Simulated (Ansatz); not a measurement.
Consider the following.

Ag:
```
Ag
1.0
    2.81411     0.00000     0.00000
   -1.40706     2.43709     0.00000
    0.00000     0.00000     2.73538
Ag
1
Direct
  0.00000   0.00000   0.00000
```

This is the r²SCAN-relaxed structure. Cartesian axes are those of the cell as given.

All from the program Ansatz at the r²SCAN level (PAW), unless another level is named. Give the bulk modulus (Birch–Murnaghan fit).

88.4 GPa.

Next, the elastic constants (relaxed ions, GPa)?

C11 = 174, C12 = 86.6, C13 = 17.4, C33 = 206, C44 = -12.9.

Space group P6/mmm (simple hexagonal). The start of the workflow was typed in or built on a structure type; neither database checked (COD, Materials Project) lists it. It is not the phase usual at ambient conditions (space group No. 225). Symmetry was held in the r²SCAN relaxation. At this level the phase is mechanically unstable. The run is not spin-polarised. As this level gives no gap, shear constants depend on the k-mesh and smearing (Fermi–Dirac, 0.1 eV here).

Potentials: the later of the program's two PAW sets.
